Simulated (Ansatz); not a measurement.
A geometry of Pd away from equilibrium: the start of the relaxation of a relaxed Pd cell displaced along its unstable phonon at q = (0, 0, ½) of its primitive reciprocal cell (62i cm⁻¹), largest move 0.15 Å. Calculation: PBEsol (plane waves to 420 eV, PAW, scalar-relativistic; Ansatz, a first-principles code). Γ-centred k-mesh 14×14×6 on the run's cell (coarser than for final values), Fermi–Dirac smearing 0.05 eV.

```xyz
2
Lattice="2.6466 0.0000 0.0000 -1.3233 2.2920 0.0000 0.0000 0.0000 5.1866" Properties=species:S:1:pos:R:3 pbc="T T T"
Pd     0.0000    -0.1500     0.0000
Pd     0.0000     0.1500     2.5933
```

Which atoms carry the largest force, and which way does it point?

0.16 eV/Å, on Pd1, Pd2 (atoms numbered as listed); on Pd1 its components are (0.00, -0.16, 0.00).

What is the pressure?

-0.6 GPa, compression positive.

No spin polarisation in the result. A magnetic state may lie lower.

The run could not lose the symmetry of its start, so the end can be a saddle point.

The end of the path is a generated cell of Pd: the first start was made by placing the elements on the sites of a structure type, and the end was not matched to a known phase here, so it may be hypothetical. Known forms of Pd include space group No. 225.
